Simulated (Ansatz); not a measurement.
Input for Ansatz (plane-wave DFT, PAW):

```yaml
crystal:
  lattice:
    - [3.2078136916, 0.0, 0.0]
    - [-1.6039068458, 2.7780481475, 0.0]
    - [0.0, 0.0, 24.8931300507]
  atoms:
    - { symbol: P, position: [0.0, 0.0, 0.3414596711] }
    - { symbol: B, position: [0.3333333333, 0.6666666667, 0.367763805] }
    - { symbol: P, position: [0.3333333333, 0.6666666667, 0.446676207] }
    - { symbol: B, position: [0.6666666667, 0.3333333333, 0.4712547945] }
    - { symbol: P, position: [0.6666666667, 0.3333333333, 0.5568916486] }
    - { symbol: B, position: [0.0, 0.0, 0.5711446438] }
    - { symbol: C, position: [0.0, 0.25, 0.5990347807], spin: 2.0 }
basis:
  ecutwfc: 500
kpoints:
  mp_grid: { grid: [9, 9, 1] }
hamiltonian:
  xc: r2scan
scf:
  occupations: { method: gaussian, width: 0.05 }
output:
  forces: true
  stress: true
  eigenvalues: true
  populations: true
  write_density: true
  write_potential: true
  elf: true
  volumetric_format: npy
magnetization:
  spin_polarized: true
efield:
  axis: 3
  dipole_correction: true
  ramp_width: 0.04
```

Command:
```bash
ansatz run input.yaml --threads 2 --pin off --max-ram 5120MiB --backend cpu --events-out ev --progress --plain --runs-dir out
```

Level of theory: DFT r2SCAN, scalar-relativistic, plane waves, PAW in Ansatz.

Abridged output (final results; tables in files aren't shown):

```
SCF 1 converged in 28 iterations: F = -2989.082439 eV  dr2 = 3.67e-10
WARN: the starting moments were not kept: the SCF closed with an absolute magnetisation of 2.7e-4 μB, where they sum to 2 μB in size (1 site). That is at most 0.1 of that sum. Measured as dr2_m measures the in/out step, that magnetisation stands 1.2e-8 eV from none, at or under the dr2_threshold of 1.0e-7 eV: it is no larger than a step whose dr2_m would equal this threshold. The system may hold no moment; this SCF shows only that its start led to no more than that. To try another start: raise the starting moments (crystal.atoms[].spin, magnetization.per_species, magnetization.initial_magnetization, or on a non-collinear deck that types none of these the spinor_matrix: blocks that start its  ...
WARN: The output density's exchange-correlation potential varies sharply where the density is thin. Do not read a vacuum level from v_tot or v_xc, or from such a field of the output density. On a cell that repeats whose density bears no net charge and no dipole along the vacuum's axis use v_es (v_loc + v_h of the components); under efield.dipole_correction with no amplitude use v_es + v_field, which holds any external_charges[].barrier, or the levels of the report's work_function block, which leave it out; under a non-zero efield.amplitude the vacuum is tilted and has no level; on a cell that repeats and bears such a dipole with no correction it is tilted too, and efield.dipole_correction wi ...
this state was not tested for a lower state beside it, because the mixer in use, unlike msr1, does not test its closes by its own steps (another_mixer; see scf.mixing.algorithm and scf.lower_state_search)
SCF converged after 28 iterations
Magnetization: -0.0002 μB (13.9999 up, 14.0001 down)
Absolute magnetization: 0.0003 μB (∫|ρ↑−ρ↓|, with the PAW one-centre terms)
Spin contamination: 0.0000 ħ² per cell (⟨S²⟩ above its minimum at these occupations)
Per-site moments (μB) at R_I (Å): [(-6.01625578e-5, 0.81030538), (-7.09410086e-6, 0.81030538), (-1.51340851e-5, 0.80457261), (-1.98952213e-6, 0.80457261), (1.12073809e-6, 0.66528874), (-2.47524314e-9, 0.43755032), (1.55171311e-6, 0.43755032)]
Free energy (F): -2989.082439 eV
Harris-Foulkes:  -2989.082439 eV  (|F-HF|=3.34e-10)
Internal energy: -2989.079616 eV  (E = F + TS)
E sigma→0 (E₀):  -2989.081028 eV
Entropy (-TS):   -0.002822 eV (-0.403 meV/atom)
Fermi energy:    -0.844804 eV
Dipole field:    D = -0.003226 V/Å  (p = -0.003955 e·Å, saw-weighted, corrected)
Work function:   Φ+ = 6.0824 eV   Φ− = 6.0021 eV
Levels:          The Fermi level and band energies are counted from a zero that moves with the ramp; work functions are not
--- Per-component energies (eV) ---
  E_band       = -222.648164
  E_kinetic    = 473.842708
  E_local      = -15066.514550  (includes V_loc(G=0)·N_el)
  E_nonlocal   = 170.749136
  E_hartree    = 7307.524156
  E_xc         = -322.952405
  E_vxc        = -394.127025  (∫ρ·V_xc dr)
  E_paw        = -2070.825066  (= ΣΔE_a)
  E_vpaw       = -41.109553  (= ΣTr[D̂ρ^β])
  E_aug_tail   = 0.000001  (compensation charges beyond the density's cutoff)
  E_vtau       = 19.447322  (kinetic-family band-sum trace: ∫τ·v_τ [+ j·A + Jᵃ·Aᵃ] dr)
  E_efield     = 0.000006  (sawtooth field / dipole correction)
  E_vefield    = 0.014856  (∫n·V_field dr)
  E_ewald      = 6519.449023
  E_core_change = -0.352626  (= ΣΔE_core)
  E_smearing   = -0.002822  (= −TS)
--- Forces (eV/Å), atoms counted from 1 ---
  atom   1  P     -0.00886767    -0.11600130     0.77078955
  atom   2  B     -0.05861372     0.05308455    -1.03961375
  atom   3  P      0.03382010     0.00626341     0.34195720
  atom   4  B      0.18522208    -0.37854901     0.66278954
  atom   5  P     -1.90857032     2.63754323    -3.50501413
  atom   6  B     15.78188963   -26.59025481   -23.78024197
  atom   7  C    -14.02487503    24.38792048    26.54932185
--- Stress (GPa, compression-positive) ---
       12.461750     -10.340538      -6.700832
      -10.340539      16.662941      12.503741
       -6.700834      12.503743      12.873794
  P = ⅓ Tr σ = 13.9995 GPa (139.995 kbar)
--- Band table (eV; the first three rows and the last of 82) ---
  k-point 0 ↑: bands = ["-20.0421", "-16.3398", "-14.1272", "-11.4089", "-7.6715", "-7.4936", "-6.4152", "-3.9912", "-2.8272", "-2.5298", "-2.3699", "-1.4546", "-0.8457", "-0.7486", "-0.2613", "2.2956", "2.9175", "3.2192", "3.5653", "3.6466", "4.8025", "4.8597"]
  k-point 1 ↑: bands = ["-19.9096", "-16.1388", "-13.9287", "-11.3136", "-8.0124", "-7.4632", "-6.6298", "-3.8724", "-3.7052", "-2.9687", "-2.7887", "-2.0480", "-1.6061", "-1.1560", "-0.2172", "2.5536", "3.0268", "3.5697", "4.1767", "4.2696", "4.6138", "5.3199"]
  k-point 2 ↑: bands = ["-19.5423", "-15.5467", "-13.3476", "-11.1402", "-8.7376", "-7.8509", "-6.7056", "-5.7177", "-4.1920", "-3.9073", "-3.5538", "-3.3715", "-1.8904", "-1.6227", "-0.4786", "2.3829", "3.1388", "3.9068", "4.3551", "5.1437", "5.5731", "5.8811"]
  k-point 40 ↓: bands = ["-18.2356", "-14.1538", "-13.4267", "-11.6377", "-9.7030", "-8.3208", "-7.7911", "-7.1561", "-5.8295", "-5.0739", "-4.7559", "-3.6561", "-3.2760", "-1.0503", "0.3814", "1.7164", "2.7602", "4.0610", "4.5865", "4.9003", "5.7609", "6.8500"]
--- Löwdin populations: 7 sites ---
  site symbol q [e]    m [muB]
     0      P      4.4957    -0.0002
     1      B      3.6663     0.0000
     2      P      4.1969     0.0000
     3      B      3.6823     0.0000
     4      P      3.8180     0.0000
     5      B      3.3534     0.0000
     6      C      4.3630     0.0000
  spilling = 0.015156 (of n_electrons = 28.000000)
```

The run converged.

Time: 2.1 min on 2 threads of Intel(R) Xeon(R) Platinum 8488C (Sapphire Rapids), with other jobs on the host, peak memory 1.1 GiB.

Some atoms are far too close here, so the PAW spheres overlap strongly and the numbers are rough.